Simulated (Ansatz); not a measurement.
CdTe (zinc blende)

```
CELL_PARAMETERS angstrom
      0.00000     3.27903     3.27903
      3.27903     0.00000     3.27903
      3.27903     3.27903     0.00000
ATOMIC_POSITIONS crystal
  Te 0.75000 0.75000 0.75000
  Cd 0.00000 0.00000 0.00000
```

The slice is a {100} plane (indices of the conventional cell) through the point (0.000, 0.000, 0.000) (fractional), spanned by u = [100] and v = [0 1 -1] in vectors of this cell: u (4.64 Å) and v (4.64 Å, at 90° to u). It covers one period; positions are fractions (u, v).

All values below come from r2SCAN (plane waves to 500 eV, PAW, scalar-relativistic; Ansatz, an electronic-structure program). k mesh 9×9×9. Inside the PAW spheres the values are not all-electron values, and peaks at nuclei hang on which shells count as valence. CdTe was relaxed with its symmetry unable to fall. Spin-orbit coupling is left out, though Te is heavy. The PAW data are Ansatz's earlier set.

Problem. Predict the map of the density of the highest valence band (whole band, smooth part) on the slice.

Solution. 
```
|11124578899988754211|
|21124566778776654211|
|32233445566655443322|
|44433333444443333344|
|55543322222222233455|
|77643221111111223467|
|88653211000001123568|
|98754210000000124578|
|99764210000000124679|
|99864210000000124689|
|99764210000000124679|
|98754210000000124578|
|88653211000001123568|
|77643221111111223467|
|55543322222222233455|
|44433333444443333344|
|32233445566655443322|
|21124566778776654211|
|11124578899988754211|
|01234578999998754321|
```
Scale: ten equal steps from 0.001 (start of '0') to 0.032 (end of '9'), in the order '0123456789'. Values: density of the highest valence band (whole band, smooth part) in e/Å³. The map has 20 points along u (one character each, u = 0 at the left) and 20 along v (v = 0 in the bottom row).
